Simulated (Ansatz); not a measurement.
# How much do the gradients of CO₂ depend on the method?

Cell: a structure deposited in the COD, ions relaxed with PBE at fixed cell.

```cif
data_CO2
_symmetry_space_group_name_H-M 'Pa-3'
_symmetry_Int_Tables_number 205
_cell_length_a 5.6200
_cell_length_b 5.6200
_cell_length_c 5.6200
_cell_angle_alpha 90.000
_cell_angle_beta 90.000
_cell_angle_gamma 90.000
loop_
_atom_site_label
_atom_site_type_symbol
_atom_site_symmetry_multiplicity
_atom_site_Wyckoff_symbol
_atom_site_fract_x
_atom_site_fract_y
_atom_site_fract_z
C C 4 a 0.0000 0.0000 0.0000
O O 8 c 0.1200 0.1200 0.1200
```

One atom of each set is listed.

First run. Method: Kohn–Sham DFT in Ansatz, PBE, plane waves and PAW, scalar-relativistic, 420 eV cutoff, Γ-centred 4×4×4 k-points, Fermi–Dirac smearing 0.02 eV.

```json
{"site": "C", "V_zz (10²¹ V/m²)": "-2.93", "η": "0.00"}
{"site": "O", "V_zz (10²¹ V/m²)": "7.17", "η": "0.00"}
```

Second run. The same atoms and settings, except that the functional is r2SCAN and the cutoff is 500 eV.

(1) What does the second run give?

## Answers

(1) 

| site | V_zz | η | change of V_zz |
| --- | --- | --- | --- |
| C | -3.55 | 0.00 | -0.62 |
| O | 7.73 | 0.00 | +0.56 |

The largest change of V_zz is on C, from -2.93 to -3.55. In per cent, |V_zz| changes by +21 on C, +8 on O (all sites that start above 0.5).

The database entry as given showed forces above 3 eV/Å or a pressure above 30 GPa, though relaxing it moves no atom far.
For the second run: The largest force is 0.8 eV/Å, so the atoms aren't at the calculated equilibrium and relaxing them would move these values.
